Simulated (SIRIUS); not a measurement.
Consider a self-consistent single point of InSb (F-43m, 8 atoms in the cell; from Materials Project mp-20012, changed as shown).

```
InSb
1.0
    6.76588     0.00000     0.00000
    0.00000     6.76588     0.00000
    0.00000     0.00000     6.76588
In Sb
4 4
Cartesian
  0.00000   0.00000   0.00000
  0.00000   3.38294   3.38294
  3.38294   0.00000   3.38294
  3.38294   3.38294   0.00000
  1.69147   1.69147   5.07441
  1.69147   5.07441   1.69147
  5.07441   1.69147   1.69147
  5.07441   5.07441   5.07441
```

Level of theory: PBE, SSSP 1.1.2 efficiency PBE pseudopotentials (plane waves; SIRIUS 7.12.0).

SIRIUS settings:

- parameters.ngridk = 4 4 4
- parameters.xc_functionals = [XC_GGA_X_PBE, XC_GGA_C_PBE]
- parameters.gk_cutoff = 8.062 1/bohr
- parameters.pw_cutoff = 25.496 1/bohr
- parameters.smearing = fermi_dirac
- parameters.smearing_width = 0.00367493 Ha
- potentials = SSSP 1.1.2 efficiency PBE pseudopotentials
- parameters.electronic_structure_method = pseudopotential
- parameters.num_bands = 67
- parameters.num_mag_dims = 0
- parameters.num_dft_iter = 100
- parameters.energy_tol = 1e-07 Ha
- parameters.density_tol = 1e-06
- mixer.type = anderson
- mixer.beta = 0.3
- mixer.use_hartree = true

Results:

- Number of valence electrons: 112
- Number of bands: 67
- Number of k-points after the program's reduction: 10
- Number of plane waves (most at a k-point): 18613
- Number of SCF iterations: 20
- FFT grid: 108 × 108 × 108
- Free energy E − TS: -17949.1611 eV
- Fermi level (on the code's own zero): 5.93 eV
- Pressure: -1.90 GPa

Stress (GPa, positive for compression):
```
-1.90   0.00   0.00
 0.00  -1.90   0.00
 0.00   0.00  -1.90
```

For comparison: a first run was changed to give this one (lattice scaled by 1.02), and from it to this one the free energy rises by 13.1 meV/atom and the pressure goes from -0.01 to -1.90 GPa.

The structure comes from a collection of computed structures, made at another level of theory; the collection holds predicted forms beside known ones. No clean gap shows at this smearing width and mesh (spacing up to 0.23 Å⁻¹); the mesh is coarse for partly filled bands, so the values carry mesh errors. Semi-local functionals can close small gaps.

Cost on one core: about 12 core-minutes (a rough figure).
